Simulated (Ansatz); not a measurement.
Energies of structures of Ge at several levels, each column relative to the first row (Fd-3m, cF8, diamond type), in eV/atom. Geometries are relaxed with PBEsol (plane waves to 420 eV, PAW, scalar-relativistic; Ansatz, a quantum-chemistry and plane-wave program) unless a column says relaxed; all runs are Ansatz, PAW (cutoffs: r2SCAN on this geometry 500 eV). Columns compare only within themselves.

```csv
structure,PBEsol,r2SCAN on this geometry
"Fd-3m, cF8, diamond type",0.00,0.000
"I4₁/amd, tI4",+0.16,+0.37
"Im-3m, cI2, bcc (W type)",+0.27,+0.58
```

At r2SCAN on this geometry the lowest of those computed is still Fd-3m, cF8, diamond type.

 1 generated cell of layers, chains or molecules, poorly bound without dispersion, is left out. Each run could gain symmetry but not lose that of its start, so entries can be saddle points. From databases, or of a type measured for this composition: Fd-3m, cF8, diamond type; I4₁/amd, tI4; the others are generated cells (placed on structure types, drawn at random, substituted or restacked) that were not matched to a known phase here. Static energies at zero pressure. No spin polarisation in the result.
